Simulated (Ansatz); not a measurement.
Relaxed-ion elastic tensor of MgS (rock salt, Fm-3m) in GPa (Voigt order), DFT-r²SCAN in the program Ansatz with PAW potentials; density 2.66 g/cm³, 17.61 Å³ per atom.

```
 151  44.1  44.1   0.0   0.0   0.0
44.1   151  44.1   0.0   0.0   0.0
44.1  44.1   151   0.0   0.0   0.0
 0.0   0.0   0.0  60.3   0.0   0.0
 0.0   0.0   0.0   0.0  60.3   0.0
 0.0   0.0   0.0   0.0   0.0  60.3
```

Is the crystal mechanically stable?

Yes: the smallest eigenvalue of C is 60.3 GPa.

Work out the Voigt, Reuss and Hill averages.

K_V = 79.8, K_R = 79.8, K_H = 79.8; G_V = 57.6, G_R = 57.4, G_H = 57.5 GPa.

Give Young's modulus, Poisson's ratio, Pugh's ratio and the universal anisotropy index.

E = 9KG/(3K + G) = 139 GPa; ν = 0.21; K/G = 1.39 (brittle by the Pugh limit of 1.75); A_U = 5G_V/G_R + K_V/K_R − 6 = 0.02.

Estimate the sound speeds and the Debye temperature.

v_l = √((K + 4G/3)/ρ) = 7670 m/s, v_t = √(G/ρ) = 4650 m/s, mean 5140 m/s; Θ = (h/k)(3n/4πV)^(1/3) v_m = 588 K.

Give the Zener ratio and Young's modulus along [100], [110] and [111].

A = 2C44/(C11 − C12) = 1.12; 1/E = S11 − 2(S11 − S12 − S44/2)Γ with Γ = 0, 1/4, 1/3 gives 131, 141, 144 GPa.

Solve the Christoffel equation for the three sound speeds along [100], [110], [111].

Eigenvalues of C_ijkl n_j n_l equal ρv². In km/s, slowest first: [100] 4.76, 4.76, 7.55; [110] 4.49, 4.76, 7.71; [111] 4.58, 4.58, 7.76.

Symmetry was held in the r²SCAN relaxation.

Potentials: the later of the program's two PAW sets.
